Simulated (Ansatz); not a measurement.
SrO:
```xyz
4
Lattice="4.2356 0.0000 0.0000 -2.1178 3.6682 0.0000 0.0000 0.0000 5.1093" Properties=species:S:1:pos:R:3 pbc="T T T"
Sr     0.0000     2.4455     3.8320
Sr     2.1178     1.2227     1.2773
O      0.0000     2.4455     1.2773
O      2.1178     1.2227     3.8320
```

The program Ansatz at the PBEsol level (PAW) gives a gap of 2.61 eV without spin–orbit coupling, maximum at Γ, minimum at Γ.

### Question
What happens when spin–orbit coupling is switched on?

### Answer
The gap stays essentially unchanged, to 2.61 eV; maximum at Γ, minimum at Γ.

### Question
Give the electron effective mass with spin–orbit coupling.

### Answer
0.36, 0.36, 0.46 mₑ (principal values).

Space group P6_3/mmc. The workflow started from a Materials Project entry (that database holds measured and hypothetical structures alike); the Crystallography Open Database copy checked does not list it. It is not the phase usual at ambient conditions (space group No. 225). Symmetry was held in the PBEsol relaxation; whether a distortion lowers the energy is not shown.

Potentials: the later of the program's two PAW sets.
